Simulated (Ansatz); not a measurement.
Data:

F:
```
CELL_PARAMETERS angstrom
     -1.96304     1.96304     1.45837
      1.96304    -1.96304     1.45837
      1.96304     1.96304    -1.45837
ATOMIC_POSITIONS crystal
  F  0.75000 0.25000 0.50000
  F  0.00000 0.00000 0.00000
```

This is the PBE-relaxed structure.

Problem. All from DFT-PBE in the program Ansatz with PAW potentials, unless another level is named. Estimate the electronic character.

Solution. metallic (no gap).

Problem. What about the density of states at the Fermi level?

Solution. 3.1 states/eV per atom (mean over ±0.08 eV).

Space group I4_1/amd. A made-up cell: these elements were put on the sites of a structure type; neither database checked (COD, Materials Project) lists it. It is not the usual solid phase (space group No. 15). The cell was relaxed with PBE under the symmetry of its start; whether a distortion lowers the energy is not shown. The substance is a gas or liquid at ambient conditions. A crystal of weakly bound molecules computed without a dispersion correction: the cell and the soft elastic constants depend strongly on that.

Potentials: the later of the program's two PAW sets.
